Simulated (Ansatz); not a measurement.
What a change of settings does to a run on Cu

Structure from Materials Project entry mp-1010136 (possibly hypothetical). The listed cell was then made from it by scaling, straining or moving an atom.

First run: DFT, LDA, PAW with Ansatz's default frozen-core files, scalar-relativistic (Ansatz 0.2.0).

Command: `ansatz run input.yaml --threads 1 --pin off --max-ram 2048MiB --backend cpu --events-out ev --progress --plain --runs-dir out` The run took 16 s on 1 thread of Intel(R) Xeon(R) 6975P-C (Granite Rapids), with other jobs on the host, peak memory 0.45 GiB.

```yaml
crystal:
  lattice:
    - [-1.469818827, 1.469818827, 1.3801589208]
    - [1.469818827, -1.469818827, 1.3801589208]
    - [1.469818827, 1.469818827, -1.3801589208]
  atoms:
    - { symbol: Cu, position: [0.0, 0.0, 0.0] }
kpoints:
  mp_grid: { grid: [16, 16, 16] }
scf:
  occupations: { method: fermi_dirac, width: 0.05 }
hamiltonian:
  xc: lda
  pseudopotentials: { kind: paw }
output:
  forces: true
  stress: true
  efg: { contact_densities: true }
relax:
  f_tol: 0.005
  max_steps: 80
  cell: {}
```

Result: converged; relaxed volume 10.933 Å³/atom; 61 SCF iterations in all.

The input is then changed:

```diff
@@ -13,4 +13,5 @@
   xc: lda
   pseudopotentials: { kind: paw }
+  hubbard: { sites: [{ species: Cu, l: d, u_eff: 5.0 }], double_counting: fll }
 output:
   forces: true
```

Problem. What does the second run give?

Solution. It converged; relaxed volume 11.096 Å³/atom; 54 SCF iterations in all.
